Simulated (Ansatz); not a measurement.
# Profile along the Sn–I line in CsSnI3 (cubic perovskite)

CsSnI3 (cubic perovskite)

```xyz
5
Lattice="6.1305 0.0000 0.0000 0.0000 6.1305 0.0000 0.0000 0.0000 6.1305" Properties=species:S:1:pos:R:3 pbc="T T T"
Cs     0.0000     0.0000     0.0000
Sn     3.0652     3.0652     3.0652
I      0.0000     3.0652     3.0652
I      3.0652     3.0652     0.0000
I      3.0652     0.0000     3.0652
```

Fields along a shortest Sn–I line of a {100} plane (3.07 Å), from Sn to I, interpolated on the slice's grid (step about 0.3 Å). All values below come from PBEsol (plane waves to 420 eV, PAW, scalar-relativistic; Ansatz, a program for electronic structure). k mesh 8×8×8. These are valence fields of a PAW run, semicore shells included where kept as valence: close to a nucleus they are smooth pseudo fields. CsSnI3 was relaxed with its symmetry unable to fall. Spin-orbit coupling is left out, though I is heavy. The PAW data are Ansatz's earlier set. This is a high-temperature form of CsSnI3.

| distance from Sn (Å) | valence electron density (e/Å³) | electron localisation function | density of the highest valence band (e/Å³) | density of the lowest conduction band (e/Å³) |
|---|---|---|---|---|
| 0.00 | 12.67 | x | 0.009 | 0.001 |
| 0.15 | 11.71 | x | 0.013 | 0.005 |
| 0.31 | 9.34 | x | 0.022 | 0.006 |
| 0.46 | 6.34 | x | 0.034 | 0.002 |
| 0.61 | 3.48 | 0.14 | 0.046 | 0.013 |
| 0.77 | 1.60 | 0.27 | 0.052 | 0.040 |
| 0.92 | 0.70 | 0.33 | 0.049 | 0.063 |
| 1.07 | 0.38 | 0.33 | 0.039 | 0.071 |
| 1.23 | 0.28 | 0.31 | 0.030 | 0.063 |
| 1.38 | 0.24 | 0.34 | 0.025 | 0.050 |
| 1.53 | 0.25 | 0.43 | 0.025 | 0.038 |
| 1.69 | 0.30 | 0.56 | 0.033 | 0.028 |
| 1.84 | 0.40 | 0.65 | 0.047 | 0.021 |
| 2.00 | 0.56 | 0.65 | 0.064 | 0.017 |
| 2.15 | 0.82 | 0.58 | 0.068 | 0.015 |
| 2.30 | 1.50 | 0.48 | 0.055 | 0.014 |
| 2.46 | 3.91 | 0.35 | 0.025 | 0.014 |
| 2.61 | 8.68 | x | 0.004 | 0.015 |
| 2.76 | 12.05 | x | 0.004 | 0.017 |
| 2.92 | 13.64 | x | 0.005 | 0.017 |
| 3.07 | 14.23 | x | 0.003 | 0.016 |

x: too close to a nucleus for the ELF to mean much. Band densities are of whole bands, smooth part only.

Density on the Sn–I line (3.07 Å) at its density minimum, 1.5 Å from Sn: 0.24 e/Å³. ELF at that point: 0.4. ELF maximum in the middle third of the Sn–I line: 0.65, 1.9 Å from Sn.
